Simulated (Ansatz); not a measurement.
# How Ru (P6_3/mmc) stiffens under pressure

```yaml
crystal:
  lattice:
    - [2.67606, 0.00000, 0.00000]
    - [-1.33803, 2.31754, 0.00000]
    - [0.00000, 0.00000, 4.22260]
  atoms:
    - { symbol: Ru, position: [0.33333, 0.66667, 0.25000] }
    - { symbol: Ru, position: [0.66667, 0.33333, 0.75000] }
```

This is the zero-pressure cell. At each pressure cell and atoms are relaxed in this structure, and the constants are slopes of the stress at strains of ±0.005 with relaxed ions (the coefficients that govern stability under load). Level: LDA, PAW on Ansatz 0.2.0's default frozen-core files (fitted under PBE), scalar-relativistic; k mesh 20×20×12, strains of ±0.005, Fermi-Dirac smearing of 0.100 eV, cutoff 420 eV. P is the pressure of the relaxed cell, less that of this one.

```csv
P (GPa),V/V₀,C11 (GPa),C12 (GPa),C13 (GPa),C33 (GPa),C44 (GPa)
0.00,1.0000,659.3,214.8,201.7,741.6,213.8
1.01,0.9973,666.9,218.4,204.8,749.8,215.6
1.99,0.9946,674.3,221.9,207.9,757.8,217.4
4.01,0.9894,689.3,229.1,214.2,774.2,221.1
7.02,0.9818,711.3,239.8,223.6,798.3,226.5
10.04,?,?,?,?,?,?
15.01,0.9631,768.6,267.7,248.0,860.9,240.4
```

**Question.** Does the bulk modulus from the constants agree with the pressure-volume curve?

**Answer.** A third-order Birch-Murnaghan fit to the volumes shown (F against f, f = [(V₀/V)^(2/3) − 1]/2) gives B₀ = 365.4 GPa and B′ = 4.8. Its −V dP/dV stands beside the Reuss value 1/ΣS_ij (i, j ≤ 3):

| P (GPa) | from P(V) | from the constants |
| --- | --- | --- |
| 0.00 | 365.4 | 365.6 |
| 1.01 | 370.2 | 370.4 |
| 1.99 | 374.9 | 375.1 |
| 4.01 | 384.5 | 384.7 |
| 7.02 | 398.7 | 398.8 |
| 15.01 | 435.8 | 435.5 |

**Question.** What are the pressure derivatives at zero pressure?

**Answer.** Slopes at V₀ of quadratic fits in −ln(V/V₀) through the first four rows shown, divided by B₀: dC11/dP = 7.6, dC12/dP = 3.6, dC13/dP = 3.1, dC33/dP = 8.1, dC44/dP = 1.8. The mean slopes up to 2.0 GPa are 7.5, 3.6, 3.1, 8.1, 1.8; curvature and scatter of the constants part the two.

**Question.** Fill the row at 10.04 GPa.

**Answer.** Cubic fits in −ln(V/V₀) through all rows shown give C11 = 733.2, C12 = 250.4, C13 = 232.9, C33 = 822.2, C44 = 231.9 GPa. Computed: V/V₀ = 0.9745, C11 (GPa) = 733.2, C12 (GPa) = 250.4, C13 (GPa) = 232.9, C33 (GPa) = 822.2, C44 (GPa) = 231.9.

**Question.** Does a shear stiffness soften?

**Answer.** C44 goes from 213.8 to 240.4 GPa; (C11 − C12)/2 goes from 222.3 to 250.5 GPa. Neither ends more than 3 % under its start, and the lattice stays mechanically stable over this range.

Caveats: no other phase was computed; many crystals of this kind change structure within this range, and rows or crossings beyond such a change describe a metastable lattice; frozen-core PAW files fitted under PBE, their cores solved anew for the functional of the run; responses of metals move with mesh and smearing; elastic stability says nothing of phonons or of other phases; phonons weren't checked at these pressures.
